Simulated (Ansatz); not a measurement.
MgTlF3 (cubic perovskite, space group No. 221), the program Ansatz at the r²SCAN level (PAW). The conduction-band minimum lies at X, with 3 equivalent valleys. Second derivatives d²E/dk² of the lowest band at one valley (eV·Å²), along Cartesian directions:

```
direction  d²E/dk²
---------  -------
[100]        11.02
[010]        11.02
[001]        31.44
[110]        11.03
[101]        21.23
[011]        21.23
```

Problem. Find the principal effective masses, the density-of-states mass and the conductivity mass.

Solution. Off-diagonal terms follow from H_xy = H[110] − (H_xx + H_yy)/2, and m*/mₑ = 7.620 eV·Å² over each eigenvalue: 0.24, 0.69, 0.69. One valley's DOS mass (m₁m₂m₃)^(1/3) = 0.49, conductivity mass 3/(Σ 1/mᵢ) = 0.43 mₑ.

Problem. What effective density of states Nc follows at 300 K for parabolic valleys?

Solution. Nc = 2.509e19 × 3 × (0.49)^(3/2) ≈ 2.6e19 cm⁻³.

Space group Pm-3m (cubic perovskite). The first step of the workflow began from a Materials Project structure, measured or hypothetical; the Crystallography Open Database copy checked does not list it. Its standing as an ambient phase is unchecked. The r²SCAN relaxation kept the symmetry of its start; whether a distortion lowers the energy is not shown. Scalar-relativistic: spin–orbit coupling is off unless named, which matters more the heavier the elements.

Potentials: the later of the program's two PAW sets.

Edges and masses are those of Kohn–Sham bands, whose gap is no quasiparticle gap.
